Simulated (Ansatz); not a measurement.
A geometry of Mg away from equilibrium: step 3 of the relaxation of a relaxed Mg cell displaced along its unstable phonon at q = (½, ½, 0) of its primitive reciprocal cell (156i cm⁻¹), largest move 0.15 Å. Level of theory: PBEsol (plane waves to 420 eV, PAW, scalar-relativistic; Ansatz, a first-principles code). Γ-centred k-mesh 11×11×11 on the run's cell (coarser than for final values), Fermi–Dirac smearing 0.05 eV. The plane waves were selected for a different cell earlier on the path.

```
Mg
1.0
    5.86808     0.00000     0.00000
    2.93404     2.93404     0.00000
    0.00000     0.00000     3.00054
Mg
2
Direct
  0.00000   0.00000   0.18024
  0.50000   0.00000   0.81976
```

Problem. What forces act on the atoms (eV/Å)?

Solution. 
| atom | Fx | Fy | Fz |
|---|---|---|---|
| Mg1 | 0.00 | 0.00 | 0.44 |
| Mg2 | 0.00 | 0.00 | -0.44 |

The path ends in Fm-3m (No. 225) (fcc (Cu type)). No spin polarisation in the result.

The run could not lose the symmetry of its start, so the end can be a saddle point.

The end of the path is a generated cell of Mg: the first start was made by placing the elements on the sites of a structure type, and the end was not matched to a known phase here, so it may be hypothetical. Known forms of Mg include space group No. 194.
